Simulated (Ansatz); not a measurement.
# Sr3InN3: Sr-87 NMR of the central transition

Cell: a computed structure from the Materials Project (it need not be an observed phase), taken as it stands.

Space group P6_3/m (No. 176); a = 7.8489, c = 5.4810 Å, γ = 120.00°.

| site | Wyckoff | site symmetry | x | y | z |
| --- | --- | --- | --- | --- | --- |
| Sr | 6h | m.. | 0.9305 | 0.6513 | 0.2500 |
| In | 2c | -6.. | 0.6667 | 0.3333 | 0.7500 |
| N | 6h | m.. | 0.9231 | 0.6197 | 0.7500 |

One atom of each set is listed.

Computed with Ansatz: DFT, PBE, plane waves and PAW, scalar-relativistic, 420 eV cutoff, Γ-centred 4×4×5 k-points, Fermi–Dirac smearing 0.02 eV.

Sr-87 has I = 9/2 and Q = 305.0 mb (Pyykkö 2018); at 16.4 T its Larmor frequency is ν₀ = 30.4 MHz. Only the quadrupole interaction is simulated: positions count from each site's isotropic chemical shift, and shift anisotropy, dipolar and J coupling are left out.

**Question.** What does the Sr-87 spectrum (static powder) show for each site?

**Answer.** 

```json
{"site": "Sr", "first shell": "5 N at 2.62–2.88 Å", "C_Q (MHz)": "68.2", "η": "0.07", "P_Q (MHz)": "68.2", "δ_QIS (ppm)": "-7015", "breadth (kHz)": "1175"}
```

δ_QIS = −(ν_Q²/30ν₀²)[I(I+1) − 3/4](1 + η²/3) × 10⁶ ppm with ν_Q = 3|C_Q|/[2I(2I−1)]; it falls as 1/B₀² in ppm, and the breadth as 1/B₀ in kHz.

Without spin–orbit coupling (the program notes it for Sr) the gradients can shift somewhat, as the gap is small. With a gap of 0.3 eV on this mesh, the gradients can still move by some per cent as the k-mesh gets denser.
